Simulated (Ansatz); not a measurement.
ScPd₃N (anti-perovskite, space group No. 221) at seven volumes, plane-wave PAW PBEsol (Ansatz code), scaled uniformly. One row is withheld.

```
V (Å³/atom)  P (GPa)
-----------  -------
12.950         21.59
13.377             ?
13.804          5.98
14.231          0.00
14.658         -5.02
15.085         -9.22
15.512        -12.74
```

### Question
Fit the shown pressures and predict the withheld one.

### Answer
Third-order Birch–Murnaghan: P = (3/2)B₀(x^(7/2) − x^(5/2))[1 + (3/4)(B′ − 4)(x − 1)] with x = (V₀/V)^(2/3). Least squares on the six rows gives V₀ = 14.231 Å³/atom, B₀ = 182.1 GPa, B′ = 4.84. At V = 13.377, x = 1.0421 and P = 13.09 GPa. The run itself gave 13.11 GPa.

Space group Pm-3m (anti-perovskite). The start of the workflow was typed in or built on a structure type; neither database checked (COD, Materials Project) lists it. Its standing as an ambient phase is unchecked. Symmetry was held in the PBEsol relaxation; phonons show weakly imaginary modes. The run is not spin-polarised.

Potentials: the later of the program's two PAW sets.
